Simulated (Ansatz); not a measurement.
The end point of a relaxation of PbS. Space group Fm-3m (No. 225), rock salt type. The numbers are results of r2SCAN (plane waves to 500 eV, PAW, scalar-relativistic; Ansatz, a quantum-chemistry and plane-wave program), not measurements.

```cif
data_PbS
_chemical_formula_sum 'Pb1 S1'
_space_group_name_H-M_alt 'P 1'
_space_group_IT_number 1
_cell_length_a 4.22507
_cell_length_b 4.22507
_cell_length_c 4.22507
_cell_angle_alpha 60.000
_cell_angle_beta 60.000
_cell_angle_gamma 60.000
loop_
_space_group_symop_operation_xyz
  'x, y, z'
loop_
_atom_site_label
_atom_site_type_symbol
_atom_site_fract_x
_atom_site_fract_y
_atom_site_fract_z
_atom_site_occupancy
Pb1 Pb 0.00000 0.00000 0.00000 1
S1 S 0.50000 0.50000 0.50000 1
```

For PbS, the volume per atom is 26.67 Å³. The band gap is 0.70 eV, direct at k = (0, 0, -0.5) (no spin-orbit coupling), the shortest distances comes out as Pb–S 2.99 Å and the k-mesh is 10×10×10.

Band energies at high-symmetry points (eV from the VBM; labels of this space group; no spin-orbit coupling), from −5 eV up to 1.9 eV:

```tsv
point	energies
Γ	-2.20 -2.20 -2.20
X	-3.45 -3.45
U	-4.76 -2.95 -2.46
K	-4.76 -2.95 -2.46
L	-1.82 -1.82 0.00 0.70
W	-4.41 -4.41 -1.05
```

No spin polarisation in the result. Spin-orbit coupling is missing; with elements this heavy it can move band edges by tenths of an eV or more.

It was reached from a disturbed copy of a P6₃/mmc (No. 194) cell, against which it lies -0.116 eV/atom.
